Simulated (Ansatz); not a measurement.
All-electron card of TiPd

```
Ti Pd
1.0
     3.18000    0.00000    0.00000
     0.00000    3.18000    0.00000
     0.00000    0.00000    3.18000
Ti Pd
1 1
Direct
  0.50000 0.50000 0.50000
  0.00000 0.00000 0.00000
```

Atom numbers follow the list: Ti1, Pd2.

The geometry is COD entry 1523469, unchecked; take it as a test cell.

Spin polarisation is left out, and whether a magnetic state lies lower isn't shown here.

Levels of theory: DFT, PBEsol, all-electron LAPW, scalar-relativistic (Ansatz 0.2.0); DFT, PBEsol, PAW with Ansatz's default frozen-core files, scalar-relativistic (Ansatz 0.2.0).

For LAPW: a Γ-centred 13×13×13 k mesh, Fermi–Dirac smearing of 0.08 eV, basis error target 0.5 meV/atom, no spin polarisation. PAW takes a cutoff of 420 eV at this cell (files made with PBE, cores remade for this functional). The Ansatz runs share mesh, smearing and spin set-up. Values come from LAPW unless marked.

```
Pressure at this cell                                                                                                  : -6.85 GPa
Band gap                                                                                                               : none: bands cross the Fermi level, a metal
Density of states at the Fermi level (0.2 eV bin)                                                                      : 3.13 states/eV per cell
Löwdin charges (with 0.58 e of the cell spilling out of the atomic basis, so their sizes and signs hang on that basis) : Ti1 -0.20, Pd2 0.78 e
Bader charges (from the PAW run)                                                                                       : Ti1 +1.31, Pd2 -1.31 e
Volume per atom                                                                                                        : 16.08 Å³
```
